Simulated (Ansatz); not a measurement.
## Cu (P2/m), clamped-ion strain scan

Computed with Ansatz, DFT PBEsol+D3(BJ), scalar-relativistic, plane waves, PAW. The runs took a 420 eV cutoff, a Γ-centred 6×26×4 mesh and Gaussian smearing (0.15 eV). No spin polarisation. Energies are free energies at this smearing, counted from the undisturbed cell; pressure is positive in compression.

The undisturbed cell (relaxed at this level; this form isn't the usual structure):

```
CELL_PARAMETERS angstrom
11.56832 0.00000 0.00000
0.00000 2.25464 0.00000
-4.59485 0.00000 21.74316
ATOMIC_POSITIONS crystal
Cu 0.50000 0.50000 0.50000
```

The cell is strained by ε times the Voigt pattern (1, 1, 0, 0, 0, 0) (xx, yy, zz, yz, xz, xy; engineering shear) with fractional coordinates fixed. The cell is metallic on the mesh throughout.

| ε | ΔE (meV/atom) |
| --- | --- |
| -0.1500 | 659.8 |
| -0.1125 | 317.3 |
| -0.0750 | 120.9 |
| 0.0000 | 0.0 |
| 0.0375 | 21.5 |
| 0.1125 | 147.5 |
| 0.1500 | 233.1 |

Predict the stress summed along the pattern (GPa, tension positive) at each point.

| ε | stress summed along the pattern (GPa, tension positive) |
| --- | --- |
| -0.1500 | -3.85 |
| -0.1125 | -2.21 |
| -0.0750 | -1.14 |
| 0.0000 | 0.01 |
| 0.0375 | 0.29 |
| 0.1125 | 0.55 |
| 0.1500 | 0.59 |

Cost: 7 runs of about 5.6 core-minutes in all, on Intel Xeon 6975P-C (Granite Rapids) (shared hosts).